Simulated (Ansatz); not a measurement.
Ga$_{2}$O$_{3}$:
```
CELL_PARAMETERS angstrom
      2.99335     0.00000     0.00000
     -1.49668     2.59232     0.00000
      0.00000     0.00000     6.96967
ATOMIC_POSITIONS crystal
  Ga 0.33333 0.66667 0.20015
  Ga 0.66667 0.33333 0.79985
  O  0.00000 0.00000 0.00000
  O  0.33333 0.66667 0.69502
  O  0.66667 0.33333 0.30498
```

This is the PBEsol-relaxed structure. Tensor components refer to the Cartesian frame of this cell.

All from DFT-PBEsol in the program Ansatz with PAW potentials, unless another level is named. Give the electron effective mass.

0.27, 0.27, 0.33 mₑ (principal values).

And the hole effective mass?

0.31 along z (mₑ).

Space group P-3m1 (La2O3 or Ni2Al3 type). The cell is a constructed one: a structure type filled with these elements; neither database checked (COD, Materials Project) lists it. It is not the phase usual at ambient conditions (space group No. 12, 167). The PBEsol relaxation kept the symmetry of its start. At this level the phase is dynamically unstable (imaginary phonons). Scalar-relativistic: spin–orbit coupling is off unless named, which matters more the heavier the elements.

Potentials: the earlier of the program's two PAW sets. The files were generated under PBE; for other functionals the program regenerates the frozen cores, and for LDA and PBEsol the local potential too.

Edges and masses are those of Kohn–Sham bands, whose gap is no quasiparticle gap.
